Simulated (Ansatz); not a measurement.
CeO$_{2}$:
```
CeO2
1.0
    0.00000     2.71894     2.71894
    2.71894     0.00000     2.71894
    2.71894     2.71894     0.00000
Ce O
1 2
Direct
  0.00000   0.00000   0.00000
  0.25000   0.25000   0.25000
  0.75000   0.75000   0.75000
```

This is the r²SCAN-relaxed structure.

**Question.** All from the program Ansatz at the r²SCAN level (PAW), unless another level is named. Estimate the Debye temperature from the elastic constants.

**Answer.** 463 K.

**Question.** Next, the vibrational entropy at 300 K?

**Answer.** 21.9 J/(K·mol of atoms).

**Question.** What about the highest zone-centre frequency (without LO–TO term)?

**Answer.** 434 cm^-1.

Space group Fm-3m (fluorite). Symmetry was held in the r²SCAN relaxation. The run is not spin-polarised. The 4f shell is in the valence. No Hubbard U is applied. Scalar-relativistic: spin–orbit coupling is off unless named, which matters more the heavier the elements.

Potentials: the earlier of the program's two PAW sets. The files were generated under PBE; for other functionals the program regenerates the frozen cores, and for LDA and PBEsol the local potential too.
